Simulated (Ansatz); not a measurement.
# NaCaGaS₃O₁₂: field gradients at two levels of theory

Cell: a computed structure from the Materials Project (it need not be an observed phase), atoms as given.

```
Na Ca Ga S O
1.0
     4.43439    2.56020    7.62004
    -4.43439    2.56020    7.62004
     0.00000   -5.12040    7.62004
Na Ca Ga S O
2 2 2 6 24
Direct
  0.49810 0.49810 0.49810
  0.99810 0.99810 0.99810
  0.64565 0.64565 0.64565
  0.14565 0.14565 0.14565
  0.34907 0.34907 0.34907
  0.84907 0.84907 0.84907
  0.72816 0.05660 0.46482
  0.46482 0.72816 0.05660
  0.05660 0.46482 0.72816
  0.55660 0.22816 0.96482
  0.96482 0.55660 0.22816
  0.22816 0.96482 0.55660
  0.69885 0.90302 0.49175
  0.49175 0.69885 0.90302
  0.90302 0.49175 0.69885
  0.40302 0.19885 0.99175
  0.99175 0.40302 0.19885
  0.19885 0.99175 0.40302
  0.26152 0.12594 0.52554
  0.52554 0.26152 0.12594
  0.12594 0.52554 0.26152
  0.62594 0.76152 0.02554
  0.02554 0.62594 0.76152
  0.76152 0.02554 0.62594
  0.38159 0.79168 0.59121
  0.59121 0.38159 0.79168
  0.79168 0.59121 0.38159
  0.29168 0.88159 0.09121
  0.09121 0.29168 0.88159
  0.88159 0.09121 0.29168
  0.55808 0.22727 0.45114
  0.45114 0.55808 0.22727
  0.22727 0.45114 0.55808
  0.72727 0.05808 0.95114
  0.95114 0.72727 0.05808
  0.05808 0.95114 0.72727
```

Sites (sets of like atoms) are named by element and the number of their first atom in this list.

First run. Level of theory: DFT, PBE, plane waves and PAW, scalar-relativistic, 420 eV cutoff, Γ-centred 3×3×3 k-points, Fermi–Dirac smearing 0.02 eV (Ansatz 0.2.0).

```json
{"site": "Na", "atom": "1", "V_zz (10²¹ V/m²)": "-0.69", "η": "0.00"}
{"site": "Ca", "atom": "3", "V_zz (10²¹ V/m²)": "1.18", "η": "0.00"}
{"site": "Ga", "atom": "5", "V_zz (10²¹ V/m²)": "-0.46", "η": "0.00"}
{"site": "S", "atom": "7", "V_zz (10²¹ V/m²)": "-2.65", "η": "0.44"}
{"site": "O13", "atom": "13", "V_zz (10²¹ V/m²)": "12.50", "η": "0.11"}
{"site": "O19", "atom": "19", "V_zz (10²¹ V/m²)": "16.78", "η": "0.19"}
{"site": "O25", "atom": "25", "V_zz (10²¹ V/m²)": "13.61", "η": "0.09"}
{"site": "O31", "atom": "31", "V_zz (10²¹ V/m²)": "15.47", "η": "0.40"}
```

Second run. The same atoms and settings, except that the functional is r2SCAN and the cutoff is 500 eV.

(1) What does the second run give?

Results:

(1) 

```csv
site,atom,V_zz,η,change of V_zz
Na,1,-0.71,0.00,-0.02
Ca,3,1.19,0.00,+0.01
Ga,5,-0.47,0.00,-0.01
S,7,-2.76,0.49,-0.11
O13,13,12.82,0.11,+0.32
O19,19,17.16,0.18,+0.38
O25,25,14.05,0.09,+0.44
O31,31,15.89,0.39,+0.42
```

The largest change of V_zz is on O25, from 13.61 to 14.05. In per cent, |V_zz| changes by +3 on Na, +1 on Ca, +4 on S, +2 to +3 on O (all sites that start above 0.5).

For the first run: The largest force is 0.7 eV/Å, so the atoms aren't at the calculated equilibrium and relaxing them would move these values. A computed database structure should lie near equilibrium, so this entry is doubtful.
For the second run: The largest force is 0.6 eV/Å, so the atoms aren't at the calculated equilibrium and relaxing them would move these values.
